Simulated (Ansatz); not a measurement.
Te2Pd:
```xyz
3
Lattice="4.0412 0.0000 0.0000 -2.0206 3.4998 0.0000 0.0000 0.0000 5.0656" Properties=species:S:1:pos:R:3 pbc="T T T"
Te     0.0000     2.3332     1.3529
Te     2.0206     1.1666     3.7126
Pd     0.0000     0.0000     0.0000
```

Relaxed with PBEsol. Special points in fractions of this cell's reciprocal vectors: Γ (0.000, 0.000, 0.000); M (0.500, 0.000, 0.000); K (0.333, 0.333, 0.000); A (0.000, 0.000, 0.500); L (0.500, 0.000, 0.500); H (0.333, 0.333, 0.500).

**Question.** List the band energies nearest the Fermi level at these points for DFT-PBEsol with spin–orbit coupling in the program Ansatz with PAW potentials.

**Answer.** In eV from the Fermi level; about four levels below and three above (degenerate sets whole), none deeper than 8.9 eV; points with the same levels are listed once.

```
k                    below                above
-  -----------------------  -------------------
Γ  -2.32 -2.32 -0.58 -0.58  0.26 0.26 0.43 0.43
M    -2.35 -2.35 0.00 0.00  2.44 2.44 3.91 3.91
K  -0.44 -0.44 -0.34 -0.34  3.67 3.67 6.73 6.73
A  -0.88 -0.88 -0.67 -0.67  1.71 1.71 2.16 2.16
L  -1.91 -1.91 -0.29 -0.29  0.03 0.03 1.38 1.38
H  -2.61 -2.61 -2.51 -2.51  2.46 2.46 2.77 2.77
```

Space group P-3m1. The workflow started from a Materials Project entry (that database holds measured and hypothetical structures alike); the Crystallography Open Database files this formula in space group No. 164, but the cells were not matched. Whether it is the stable phase at ambient conditions was not checked. The PBEsol relaxation kept the symmetry of its start; of distortions, only those at the zone centre were tested. The run is not spin-polarised.

Potentials: the later of the program's two PAW sets.
